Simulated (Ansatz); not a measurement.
LiTaO$_{3}$ in space group P4mm (No. 99; Ta on 1b, Li on 1a, O on 1b, O on 2c), PBEsol (plane waves, PAW; program Ansatz). The conduction-band minimum lies at Γ, with 1 equivalent valley. Second derivatives d²E/dk² of the lowest band at one valley (eV·Å²), along Cartesian directions:

```json
[
 {"direction": "[100]", "d²E/dk²": "24.64"},
 {"direction": "[010]", "d²E/dk²": "24.64"},
 {"direction": "[001]", "d²E/dk²": "0.5600"},
 {"direction": "[110]", "d²E/dk²": "24.64"},
 {"direction": "[101]", "d²E/dk²": "12.60"},
 {"direction": "[011]", "d²E/dk²": "12.60"}
]
```

**Question.** Find the principal effective masses, the density-of-states mass and the conductivity mass.

**Answer.** Off-diagonal terms follow from H_xy = H[110] − (H_xx + H_yy)/2, and m*/mₑ = 7.620 eV·Å² over each eigenvalue: 0.31, 0.31, 14. One valley's DOS mass (m₁m₂m₃)^(1/3) = 1.1, conductivity mass 3/(Σ 1/mᵢ) = 0.46 mₑ.

**Question.** What effective density of states Nc follows at 300 K for parabolic valleys?

**Answer.** Nc = 2.509e19 × 1 × (1.1)^(3/2) ≈ 2.9e19 cm⁻³.

**Question.** With the computed static dielectric constant 31.0 (mean of the diagonal), estimate a hydrogenic donor's binding energy and radius.

**Answer.** E = 13.606 eV × 0.46/31.0² ≈ 6.5 meV; a = 0.529 Å × ε/m* ≈ 36 Å. Semilocal masses tend to be too small when the gap is underestimated.

The start of the workflow was typed in or built on a structure type; neither database checked (COD, Materials Project) lists it. It is not the phase usual at ambient conditions (space group No. 161). The PBEsol relaxation kept the symmetry of its start; its stability against distortions is not shown here. No spin polarisation was allowed. Spin–orbit coupling is left out wherever it is not named.

Potentials: the earlier of the program's two PAW sets. The files were generated under PBE; for other functionals the program regenerates the frozen cores, and for LDA and PBEsol the local potential too.
